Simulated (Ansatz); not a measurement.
Ansatz (a first-principles code) input:

Ansatz 0.2 input:
```yaml
crystal:
  lattice:
    - [3.7557884217, 0.0, 0.0]
    - [0.0, 3.7557884217, 0.0]
    - [0.0, 0.0, 3.7557884217]
  atoms:
    - { symbol: Si, position: [0.5, 0.5, 0.5] }
    - { symbol: Si, position: [0.0, 0.0, 0.0] }
    - { symbol: O, position: [0.25, 0.25, 0.25] }
    - { symbol: O, position: [0.25, 0.75, 0.75] }
    - { symbol: O, position: [0.75, 0.75, 0.25] }
    - { symbol: O, position: [0.75, 0.25, 0.75] }
kpoints:
  mp_grid: { grid: [7, 7, 7] }
hamiltonian:
  xc: lda
  pseudopotentials: { azcp: { folder: ./paw }, kind: paw }
scf:
  occupations: { method: fixed }
elastic: { mode: relaxed_ion, stencil: two_point, amplitude: 0.005, f_tol: 0.0005 }
```

Output (shortened):

```
Pseudopotential: Si, paw, valence charge 4
Pseudopotential: O, paw, valence charge 6
Functional definition: SPW92
Crystal: 6 atoms, lattice volume = 52.979 Å³
Basis set: ecut = 420 eV, 1021 PW (Γ)
Bands: 22, of which v1, the nominal top of the filled ones, is band 16 counted from 1 (15 counted from 0)
Symmetry: 48 space group operations
Space group: Pn-3m (ITA 224), of the structure as read, at distance tolerance 3.8e-5 Å
k-points: 20 of 343
SCF 1 converged in 10 iterations: F = -3443.891818 eV  dr2 = 4.11e-14
Crystal: 6 atoms, lattice volume = 52.714 Å³
Symmetry: 16 space group operations
k-points: 40 of 343
SCF 2 converged in 8 iterations: F = -3443.890198 eV  dr2 = 5.40e-14
Crystal: 6 atoms, lattice volume = 53.244 Å³
SCF 3 converged in 6 iterations: F = -3443.890237 eV  dr2 = 1.93e-14
Crystal: 6 atoms, lattice volume = 52.979 Å³
Symmetry: 8 space group operations
k-points: 64 of 343
SCF 4 converged in 10 iterations: F = -3443.890417 eV  dr2 = 1.61e-14
relax step   1: F+E_penalty+E_count = -3443.89041737 eV  Δ(F+E_penalty+E_count) = +0.000e0 eV  max|allowed force component| = 1.360e-1 eV/Å  Δτ_max = 0.0000 Å  (10 SCF iters, accepted)
Crystal: 6 atoms, lattice volume = 52.979 Å³
SCF 5 converged in 8 iterations: F = -3443.890642 eV  dr2 = 4.87e-14
relax step   2: F+E_penalty+E_count = -3443.89064156 eV  Δ(F+E_penalty+E_count) = -2.242e-4 eV  max|allowed force component| = 8.457e-2 eV/Å  Δτ_max = 0.0010 Å  (8 SCF iters, accepted)
Crystal: 6 atoms, lattice volume = 52.979 Å³
SCF 6 converged in 9 iterations: F = -3443.890783 eV  dr2 = 1.86e-15
relax step   3: F+E_penalty+E_count = -3443.89078295 eV  Δ(F+E_penalty+E_count) = -1.414e-4 eV  max|allowed force component| = 4.057e-6 eV/Å  Δτ_max = 0.0017 Å  (9 SCF iters, accepted)
Crystal: 6 atoms, lattice volume = 52.979 Å³
SCF 7 converged in 2 iterations: F = -3443.890783 eV  dr2 = 5.63e-16
Crystal: 6 atoms, lattice volume = 52.979 Å³
SCF 8 converged in 10 iterations: F = -3443.890417 eV  dr2 = 1.01e-14
relax step   1: F+E_penalty+E_count = -3443.89041737 eV  Δ(F+E_penalty+E_count) = +0.000e0 eV  max|allowed force component| = 1.360e-1 eV/Å  Δτ_max = 0.0000 Å  (10 SCF iters, accepted)
Crystal: 6 atoms, lattice volume = 52.979 Å³
SCF 9 converged in 9 iterations: F = -3443.890783 eV  dr2 = 4.36e-15
relax step   2: F+E_penalty+E_count = -3443.89078295 eV  Δ(F+E_penalty+E_count) = -3.656e-4 eV  max|allowed force component| = 2.478e-6 eV/Å  Δτ_max = 0.0027 Å  (9 SCF iters, accepted)
Crystal: 6 atoms, lattice volume = 52.979 Å³
SCF 10 converged in 2 iterations: F = -3443.890783 eV  dr2 = 1.28e-15
SCF converged after 10 iterations
Free energy (F): -3443.891818 eV
Harris-Foulkes:  -3443.891818 eV  (|F-HF|=0.00e0)
Internal energy: -3443.891818 eV  (E = F + TS)
E sigma→0 (E₀):  -3443.891818 eV
Fermi energy:    7.283598 eV
--- Per-component energies (eV) ---
  E_band       = -2.187574
  E_kinetic    = 777.461328
  E_local      = -1347.618476  (includes V_loc(G=0)·N_el)
  E_nonlocal   = 263.841076
  E_hartree    = 477.898846
  E_xc         = -396.722927
  E_vxc        = -462.578611  (∫ρ·V_xc dr)
  E_paw        = -1582.847851  (= ΣΔE_a)
  E_vpaw       = -189.094066  (= ΣTr[D̂ρ^β])
  E_aug_tail   = 0.003483  (compensation charges beyond the density's cutoff)
  E_ewald      = -1636.463644
  E_core_change = 0.556347  (= ΣΔE_core)
  E_smearing   =  0.000000  (= −TS)
  E_closure    =  0.000000  (closes the sum)
  Σ components = -3443.891818   (vs F -3443.891818, Δ=0.00e0)
--- Forces (eV/Å), atoms counted from 1 ---
  atom   1  Si     0.00000000     0.00000000     0.00000000
  atom   2  Si     0.00000000     0.00000000     0.00000000
  atom   3  O      0.00000000     0.00000000     0.00000000
  atom   4  O      0.00000000     0.00000000     0.00000000
  atom   5  O      0.00000000     0.00000000     0.00000000
  atom   6  O      0.00000000     0.00000000     0.00000000
  max |Σ_I F_I| component: 9.25e-18 eV/Å
--- Stress (GPa, compression-positive) ---
       -0.002832       0.000000       0.000000
        0.000000      -0.002832       0.000000
        0.000000       0.000000      -0.002832
  P = ⅓ Tr σ = -0.0028 GPa (-0.028 kbar)
--- Band table (eV; the first three rows and the last of 20) ---
  k-point 0: bands = ["-13.0770", "-9.8871", "-9.8871", "-9.8871", "-2.9057", "1.4627", "1.4627", "1.4627", "2.4282", "2.4282", "6.2136", "6.2136", "6.2136", "6.7591", "6.7591", "6.7591", "12.4250", "12.6744", "12.6744", "12.6744", "19.6732", "19.6732"]
  k-point 1: bands = ["-12.9566", "-10.1087", "-9.8764", "-9.8764", "-2.6849", "1.2055", "1.4348", "1.4348", "2.5685", "2.5786", "5.9481", "6.0964", "6.0964", "6.3820", "6.6782", "6.6782", "12.8920", "12.9996", "13.1585", "13.1585", "19.7811", "20.0667"]
  k-point 2: bands = ["-12.6057", "-10.6717", "-9.8522", "-9.8522", "-2.0969", "0.5312", "1.3658", "1.3658", "2.9784", "3.0147", "5.2729", "5.5292", "5.9064", "5.9064", "6.4811", "6.4811", "13.8419", "13.9201", "14.3159", "14.3159", "19.9706", "20.7885"]
  k-point 19: bands = ["-11.2362", "-10.5718", "-10.4188", "-10.4188", "-3.4564", "-0.0133", "-0.0133", "0.0023", "3.6901", "3.8246", "3.8246", "6.5373", "6.5373", "7.1917", "7.1917", "7.2836", "14.6083", "17.0465", "17.2659", "17.2659", "19.1476", "19.4055"]
--- Elastic constants: 2 strain directions × 2 members + reference (group order 48) ---
  dense FFT box of the reference and of every strained cell: 27×27×27
  strains applied: 11, 23; error gains: componentwise 1.00 (the most a stress slope's error grows in a printed constant), spectral 1.73 (1 for all six strains …
  C = ∂σ_k/∂η_j (tension-positive GPa; Voigt order 11 22 33 23 13 12):
       381.635    265.677    265.677      0.000      0.000      0.000
       265.677    381.635    265.677      0.000      0.000      0.000
       265.677    265.677    381.635      0.000      0.000      0.000
         0.000      0.000      0.000    233.890      0.000      0.000
         0.000      0.000      0.000      0.000    233.890      0.000
         0.000      0.000      0.000      0.000      0.000    233.890
  reference stress σ⁰ (GPa):      0.003      0.003      0.003      0.000      0.000      0.000
  moduli (Voigt/Reuss/Hill, GPa): K = 304.33/304.33/304.33   G = 163.53/105.66/134.59   E = 351.90   ν = 0.307
  mechanically stable: yes (min eigenvalue of sym C = 115.96 GPa)
  strain η (Voigt 11):  stress-route row diagonal C_11 = 381.64 GPa, energy-path curvature d²(F+E_count+ΔE)/dδ²/Ω₀ = 381.41 GPa
         δ    σ_11 (GPa)             F (eV)   n_scf  n_hpsi   n_pw
    -5.000e-3      -1.9155       -3443.8901984       8   15681   1041   relax 0 steps, max|allowed force component| 7.86e-17 eV/Å
     5.000e-3       1.9008       -3443.8902368       6   13116   1051   relax 0 steps, max|allowed force component| 8.10e-17 eV/Å
  strain η (Voigt 23):  stress-route row diagonal C_44 = 233.89 GPa, energy-path curvature d²(F+E_count+ΔE)/dδ²/Ω₀ = 234.35 GPa
         δ    σ_23 (GPa)             F (eV)   n_scf  n_hpsi   n_pw
    -5.000e-3      -1.1695       -3443.8907829       2   11911   1046   relax 3 steps, max|allowed force component| 4.06e-6 eV/Å
     5.000e-3       1.1695       -3443.8907829       2   11903   1046   relax 2 steps, max|allowed force component| 2.48e-6 eV/Å
```

Cost: very roughly 16 core-seconds on shared cores.

The first step of the workflow began from a Materials Project structure, measured or hypothetical; the Crystallography Open Database copy checked does not list it. It is not the phase usual at ambient conditions (space group No. 92, 152, 154). Symmetry was held in the LDA relaxation; phonons on a q-mesh show no instability.

Potentials: the earlier of the program's two PAW sets.

Ansatz is a plane-wave DFT program.
